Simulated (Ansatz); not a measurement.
# Ti$_{4}$O$_{3}$ (I4/mmm), an elastic constant from a strain scan

Computed with Ansatz, DFT PBEsol, scalar-relativistic, plane waves, PAW. Settings: plane waves to 420 eV, k-mesh 14×14×14 (Γ-centred), Gaussian smearing 0.15 eV. No spin polarisation. Energies are free energies at this smearing, counted from the undisturbed cell; pressure is positive in compression.

The undisturbed cell (relaxed at this level; it needn't be the usual structure):

```xyz
7
Lattice="-2.1059 2.1059 4.1040 2.1059 -2.1059 4.1040 2.1059 2.1059 -4.1040" Properties=species:S:1:pos:R:3 pbc="T T T"
Ti    2.1059    0.0000    0.0000
Ti    0.0000    0.0000    2.1331
Ti    0.0000    2.1059    0.0000
Ti    0.0000    0.0000    6.0749
O     0.0000    2.1059    2.0520
O     0.0000    0.0000    0.0000
O     2.1059    0.0000    2.0520
```

The cell is strained by ε times the Voigt pattern (0, 0, 0, 0, 1, 0) (xx, yy, zz, yz, xz, xy; engineering shear) with fractional coordinates fixed. The cell holds 7 atoms in V0 = 72.80 Å³. The stress column is τ = (1/V0) dE/dε, got from the stress tensor σ (compression positive) at each point as −det(1 + εP) σ : P(1 + εP)⁻¹, with P the pattern as a tensor.

| ε | ΔE (meV/atom) | τ (GPa) |
| --- | --- | --- |
| -0.1312 | 37.330 | -9.343 |
| -0.1125 | 26.937 | -7.794 |
| -0.0937 | 18.344 | -6.297 |
| -0.0750 | 11.568 | -4.880 |
| -0.0562 | 6.431 | -3.561 |
| -0.0375 | 2.853 | -2.347 |
| -0.0187 | 0.707 | -1.167 |
| 0.0000 | 0.000 | 0.000 |
| 0.0187 | 0.707 | 1.167 |
| 0.0375 | 2.853 | 2.347 |
| 0.0562 | 6.431 | 3.561 |
| 0.0750 | 11.568 | 4.880 |
| 0.0937 | 18.344 | 6.297 |
| 0.1125 | 26.937 | 7.794 |
| 0.1312 | 37.330 | 9.343 |
| 0.1500 | ? | ? |

Question: Which combination of elastic constants does this scan measure, and how large is it?

Answer: For small ε, τ = τ0 + Kε with K = pᵀCp, which for this pattern is C55 in the Cartesian frame shown. The parabola through τ at ε = -0.0187, 0 and 0.0187 has slope K = 62 GPa at zero. The energies per cell, E = NΔE, of the same two points give K = 2[E(ε₊)/ε₊ − E(ε₋)/ε₋]/[(ε₊ − ε₋)V0] = 62 GPa, in agreement. These are clamped-ion values.

Question: Predict the withheld row at ε = 0.1500 from the harmonic law, and compare.

Answer: ΔE = V0(τ0 ε + Kε²/2)/N = 45.582 meV/atom and τ = 9.36 GPa. The calculation gives 49.713 meV/atom and 10.96 GPa: the energy lies 9 % above the harmonic value.

Forces appear on the atoms along this scan, and letting them relax would lower the energy and soften the response. No gap shows at this level, though a semilocal functional can close a small gap that the real compound has; without a gap these slopes depend on the k mesh and the smearing.

Cost: 9 runs of about 9.1 core-minutes in all, on Intel Xeon 6975P-C (Granite Rapids) (shared hosts).